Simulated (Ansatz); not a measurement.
# Hg: reading a single point

```
Hg
1.0
     3.07267    0.00000    0.00000
     1.53633    2.66101    0.00000
     0.00000    0.00000    5.79453
Hg
2
Direct
  0.66667 0.66667 0.25000
  0.33333 0.33333 0.75000
```

Level: LDA, no spin polarisation; 420 eV; 10×10×5 Γ-centred mesh; fermi-dirac occupations (width 0.01 eV); Ansatz 0.2.0, fixed geometry.

What happens at the Fermi level?

It is a metal, with about 0.46 states/eV a cell as the mean within 0.25 eV of the Fermi level.

What does the stress say?

The pressure is -1.7 GPa (compression positive), so with the atoms held at these fractions the cell would first shrink. The principal stresses -3.4, -0.9, -0.9 GPa differ, so its shape would change too.

What do density and ELF say about some of the short contacts?

Hg–Hg at 3.07 Å: least valence density 0.20 e/Å³ and ELF 0.18 there. These are pseudo-fields; inside the PAW spheres they differ from the all-electron ones.

Are the atoms at rest?

The forces vanish by the symmetry of the sites.

Origin: a known structure type with other elements, at an estimated volume, so it need not be a known compound.
